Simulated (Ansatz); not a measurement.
# CdSe: excitons and shallow donors from band masses and screening

Level of theory: DFT r2SCAN, scalar-relativistic, plane waves, PAW in Ansatz 0.2.0.

Settings: cutoff 500 eV, Γ-centred mesh 8×8×8 on the computed 2-atom cell, Gaussian smearing of 0.02 eV; no spin polarisation.

Relaxed cell: F-43m, a = 6.134 Å, b = 6.134 Å, c = 6.134 Å, α = 90.00°, β = 90.00°, γ = 90.00°, 2 atoms in the primitive cell. This zinc-blende form isn't the usual stable structure of the compound.

The calculation gives a Kohn–Sham gap of 1.04 eV, an electron mass of 0.094 mₑ and a hole mass of 0.232 mₑ (harmonic means over x, y, z and over the bands degenerate at each edge), and ε∞ = 6.70 (independent particles, mean of the diagonal).

Q: Estimate the binding energy and radius of a Wannier–Mott exciton and of a shallow donor, and say whether the hydrogenic model can hold.

A: The reduced mass is μ = mₙmₕ/(mₙ + mₕ) = 0.0669 mₑ, with mₙ and mₕ the band masses. With E_b = 13.606 eV × μ/ε² and a = 0.529 Å × ε/μ (μ in mₑ) the exciton has E_b = 20 meV and a = 53 Å. For a donor μ is the electron mass: 28 meV and 38 Å. The exciton's radius is 12 times the shortest lattice vector (4.34 Å), so the continuum picture is reasonable. In a polar crystal the ions screen too, so a state bound more weakly than an optical phonon feels the larger static constant, which lowers the energy and widens the orbit. The other way, the small Kohn–Sham gap and the missing local fields make ε∞ too large and the masses tend to be too light, which underbinds.